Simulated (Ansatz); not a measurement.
The runs began from a structure in Materials Project; this end point is another cell, not compared with measured phases.

A relaxed structure of Ti3AlC. Space group Amm2 (No. 38). Level of theory: PBEsol (plane waves to 420 eV, PAW, scalar-relativistic; Ansatz, an electronic-structure program).

```cif
data_CAlTi3
_chemical_formula_sum 'Ti3 Al1 C1'
_space_group_name_H-M_alt 'P 1'
_space_group_IT_number 1
_cell_length_a 3.07485
_cell_length_b 4.79852
_cell_length_c 4.79852
_cell_angle_alpha 85.111
_cell_angle_beta 90.000
_cell_angle_gamma 90.000
loop_
_space_group_symop_operation_xyz
  'x, y, z'
loop_
_atom_site_label
_atom_site_type_symbol
_atom_site_fract_x
_atom_site_fract_y
_atom_site_fract_z
_atom_site_occupancy
Ti1 Ti 0.50000 0.38063 0.38063 1
Ti2 Ti 0.00000 0.45698 0.89310 1
Ti3 Ti 0.00000 0.89310 0.45698 1
Al1 Al 0.50000 0.95981 0.95981 1
C1 C 0.50000 0.67345 0.67345 1
```

```yaml
volume_per_atom: 14.11 Å³
band_gap: zero (metallic)
shortest_distances: Al–C 2.02 Å; C–Ti 2.07 Å; Ti–Ti 2.80 Å; Al–Ti 2.83 Å
k-mesh: 15×10×10
```

Band energies at high-symmetry points (eV from the Fermi level; labels of this space group; no spin-orbit coupling), from −5 eV up to 1.7 eV:

```csv
point,energies
Γ,-4.48 -4.40 -2.67 -1.96 -1.57 -1.31 0.10 0.66 1.01 1.42
Y,-4.21 -2.52 -1.83 -1.32 -0.54 0.30 0.52 1.18 1.29 1.61
C0,-4.14 -2.52 -1.86 -1.32 -0.53 0.27 0.52 1.13 1.31
Σ0,-4.14 -2.52 -1.86 -1.32 -0.53 0.27 0.52 1.13 1.31
Z,-4.03 -3.32 -2.70 -2.23 -1.76 -0.87 -0.42 -0.39 -0.01 1.38
A0,-4.46 -3.03 -2.27 -2.25 -1.67 -0.80 -0.14 0.09 0.21 0.64 0.96
E0,-4.46 -3.03 -2.27 -2.25 -1.67 -0.80 -0.14 0.09 0.21 0.64 0.96
T,-4.47 -3.03 -2.22 -2.20 -1.73 -0.75 -0.17 0.08 0.16 0.68 0.97
```

No spin polarisation in the result. The relaxed primitive cell holds an odd number of electrons. A magnetic state may lie lower.

It was reached from a disturbed copy of a Pm-3m (No. 221) cell (anti-perovskite type), against which it lies +0.21 eV/atom.
